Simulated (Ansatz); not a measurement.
# Ionic part of the dielectric constant of AgCl at 2 GPa, mode by mode

Computed with Ansatz, DFT LDA, scalar-relativistic, plane waves, PAW. Settings: 420 eV plane-wave cutoff, Γ-centred 10×10×10 mesh, fixed occupations. No spin polarisation. Phonons by linear response, acoustic sum rule imposed.

It takes space group Fm-3m (No. 225, cubic). Conventional cell: a = 5.307 Å, b = 5.307 Å, c = 5.307 Å, α = 90.00°, β = 90.00°, γ = 90.00°. Ag (site symmetry m-3m) is surrounded by 6 Cl at 2.65 Å. Around Cl (site symmetry m-3m) lie 6 Ag at 2.65 Å.

The primitive cell has V = 37.36 Å³ and ε∞,zz = 5.966. Each polar mode adds Δε = (4.92064×10⁷/V)·S/ν² along z, with S its oscillator strength in e²/amu, ν in cm⁻¹ and V in Å³.

Q: From these modes, find each Δε and ε0,zz.
```
ν (cm⁻¹) S_zz (e²/amu)
   142.6        0.07364
```

A:
```csv
ν (cm⁻¹),Δε
142.6,4.77
```

The sum is 4.772, so ε0,zz = 10.74; the run's tensor has 10.74.

Q: Where do the longitudinal modes lie for a wave vector along z?

A: At 191 cm⁻¹. The Lyddane–Sachs–Teller product Π(ν_LO/ν_TO)² = 1.80 matches ε0/ε∞ = 1.80.